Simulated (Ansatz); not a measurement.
# Hf$_{3}$TiO$_{8}$ (Cmmm) at 2 levels of theory

One geometry, relaxed with PBE; plane waves with PAW potentials in Ansatz, scalar-relativistic. No spin polarisation. +U rows take U_eff Ti 4.00 eV on the d shells. Gaps are the least over mesh and band path; pressure is positive in compression.

```yaml
crystal:
  lattice:
    - [3.40470, -3.41038, 0.00000]
    - [3.40470, 3.41038, 0.00000]
    - [0.00000, 0.00000, 6.35037]
  atoms:
    - { symbol: Hf, position: [0.00000, 0.00000, 0.00000] }
    - { symbol: Hf, position: [0.50000, 0.50000, 0.25455] }
    - { symbol: Hf, position: [0.50000, 0.50000, 0.74545] }
    - { symbol: Ti, position: [0.00000, 0.00000, 0.50000] }
    - { symbol: O, position: [0.80941, 0.19059, 0.26186] }
    - { symbol: O, position: [0.80941, 0.19059, 0.73814] }
    - { symbol: O, position: [0.69455, 0.69455, 0.00000] }
    - { symbol: O, position: [0.70429, 0.70429, 0.50000] }
    - { symbol: O, position: [0.30545, 0.30545, 0.00000] }
    - { symbol: O, position: [0.29571, 0.29571, 0.50000] }
    - { symbol: O, position: [0.19059, 0.80941, 0.26186] }
    - { symbol: O, position: [0.19059, 0.80941, 0.73814] }
```

| level | cutoff (eV) | k mesh | gap (eV) | pressure (GPa) |
| --- | --- | --- | --- | --- |
| PBE | 420 | 6×6×4 | 2.53 | 0.0 |

Problem. What comes out on the same cell with PBE+U?

Solution.
```csv
level,cutoff (eV),k mesh,gap (eV),pressure (GPa)
PBE+U,420,6×6×4,2.97,0.7
```

Spin-orbit coupling matters for the bands of heavy elements and is left out.

The cell was found from a structure generator's guess, not taken from experiment.
